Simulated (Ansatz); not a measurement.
Zn (hcp, Mg type)

```xyz
2
Lattice="2.6467 0.0000 0.0000 -1.3234 2.2921 0.0000 0.0000 0.0000 4.6781" Properties=species:S:1:pos:R:3 pbc="T T T"
Zn     0.0000     1.5281     3.5086
Zn     1.3234     0.7640     1.1695
```

The slice is a (0001) plane (indices of the conventional cell) through the point (0.333, 0.667, 0.750) (fractional), spanned by u = [110] and v = [1 -1 0] in vectors of this cell: u (2.65 Å) and v (4.58 Å, at 90° to u). It covers one period; positions are fractions (u, v).

Level of theory: r2SCAN (plane waves to 500 eV, PAW, scalar-relativistic; Ansatz, a quantum-chemistry and plane-wave program). k mesh 20×20×10. Near the nuclei the fields are pseudised (PAW); where an atom keeps semicore shells as valence, they peak there. The PAW data are Ansatz's earlier set. Zn was relaxed with its symmetry unable to fall.

**Question.** What is the ELF at the midpoint of the shortest Zn–Zn line in this plane (2.65 Å)?

**Answer.** 0.34.

**Question.** What is the valence density on the shortest Zn–Zn line in this plane (2.65 Å), at its midpoint?

**Answer.** 0.25 e/Å³.

**Question.** Predict the map of the electron localisation function (ELF) on the slice.

**Answer.** 
| v \ u | 0.00 | 0.12 | 0.25 | 0.38 | 0.50 | 0.62 | 0.75 | 0.88 |
|---|---|---|---|---|---|---|---|---|
| 0.86 | 0.08 | 0.12 | 0.18 | 0.31 | 0.48 | 0.31 | 0.18 | 0.12 |
| 0.71 | 0.32 | 0.34 | 0.28 | 0.21 | 0.19 | 0.21 | 0.28 | 0.34 |
| 0.57 | 0.33 | 0.21 | 0.13 | x | x | x | 0.13 | 0.21 |
| 0.43 | 0.39 | 0.21 | 0.12 | x | x | x | 0.12 | 0.21 |
| 0.29 | 0.41 | 0.40 | 0.29 | 0.21 | 0.19 | 0.21 | 0.29 | 0.40 |
| 0.14 | 0.08 | 0.12 | 0.19 | 0.26 | 0.36 | 0.26 | 0.19 | 0.12 |
| 0.00 | x | x | 0.09 | 0.20 | 0.34 | 0.20 | 0.09 | x |

Values: electron localisation function (ELF). Points within 0.5 Å of a nucleus are blanked (x), as the pseudised field means little there.
